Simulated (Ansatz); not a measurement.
SrZnAsF:
```
SrZnAsF
1.0
    4.11871     0.00000     0.00000
    0.00000     4.11871     0.00000
    0.00000     0.00000     9.16193
Sr Zn As F
2 2 2 2
Direct
  0.00000   0.50000   0.84776
  0.50000   0.00000   0.15224
  0.50000   0.50000   0.50000
  0.00000   0.00000   0.50000
  0.00000   0.50000   0.33150
  0.50000   0.00000   0.66850
  0.50000   0.50000   0.00000
  0.00000   0.00000   0.00000
```

Relaxed with HSE06.

Question: Give the Bader charges and basin volumes of the independent atoms, HSE06 in the plane-wave PAW code Ansatz.

Answer: 

```tsv
atom	Bader charge (e)	Bader volume (Å³)
Sr1	+1.62	17.6
Zn3	+0.56	14.3
As5	-1.30	31.4
F7	-0.88	14.3
```

Space group P4/nmm. The first step of the workflow began from a Materials Project structure, measured or hypothetical; the Crystallography Open Database copy checked does not list it. Its standing as an ambient phase is unchecked. The HSE06 relaxation kept the symmetry of its start; its stability against distortions is not shown here.

Potentials: the later of the program's two PAW sets.
